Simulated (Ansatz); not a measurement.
SnSe:
```yaml
crystal:
  lattice:
    - [11.33261, 0.00000, 0.00000]
    - [0.00000, 4.11732, 0.00000]
    - [0.00000, 0.00000, 4.31292]
  atoms:
    - { symbol: Sn, position: [0.61772, 0.75000, 0.40583] }
    - { symbol: Sn, position: [0.38228, 0.25000, 0.59417] }
    - { symbol: Sn, position: [0.88228, 0.25000, 0.90583] }
    - { symbol: Sn, position: [0.11772, 0.75000, 0.09417] }
    - { symbol: Se, position: [0.14234, 0.25000, 0.52416] }
    - { symbol: Se, position: [0.85766, 0.75000, 0.47584] }
    - { symbol: Se, position: [0.35766, 0.75000, 0.02416] }
    - { symbol: Se, position: [0.64234, 0.25000, 0.97584] }
```

Relaxed with LDA. Special points in fractions of this cell's reciprocal vectors: Γ (0.000, 0.000, 0.000); X (0.500, 0.000, 0.000); S (0.500, 0.500, 0.000); Y (0.000, 0.500, 0.000); Z (0.000, 0.000, 0.500); U (0.500, 0.000, 0.500); R (0.500, 0.500, 0.500); T (0.000, 0.500, 0.500).

List the band energies nearest the valence-band maximum at these points for DFT-LDA in the program Ansatz with PAW potentials.

In eV from the valence-band maximum; about four levels below and three above (degenerate sets whole), none deeper than 8.9 eV; points with the same levels are listed once.

```json
[
 {"k": "Γ", "below": "-1.77 -1.43 -0.84 -0.70", "above": "0.38 2.90 2.99"},
 {"k": "X", "below": "-2.09 -2.09 -0.69 -0.69", "above": "2.48 2.48 2.64 2.64"},
 {"k": "S", "below": "-1.03 -1.03 -1.03 -1.03", "above": "1.32 1.32 1.32 1.32"},
 {"k": "Y", "below": "-1.12 -1.12 -0.72 -0.72", "above": "0.76 0.76 1.33 1.33"},
 {"k": "Z", "below": "-0.91 -0.91 -0.36 -0.36", "above": "1.09 1.09 1.27 1.27"},
 {"k": "U", "below": "-0.54 -0.54 -0.28 -0.28", "above": "0.99 0.99 1.33 1.33"},
 {"k": "R", "below": "-1.75 -1.75 -1.75 -1.75", "above": "2.28 2.28 2.28 2.28"},
 {"k": "T", "below": "-2.57 -2.57 -1.66 -1.66", "above": "2.51 2.51 2.98 2.98"}
]
```

Space group Pnma. Symmetry was held in the LDA relaxation; of distortions, only those at the zone centre were tested. A crystal of weakly bound layers computed without a dispersion correction: the cell and the soft elastic constants depend strongly on that. Scalar-relativistic: spin–orbit coupling is off unless named, which matters more the heavier the elements.

Potentials: the earlier of the program's two PAW sets.
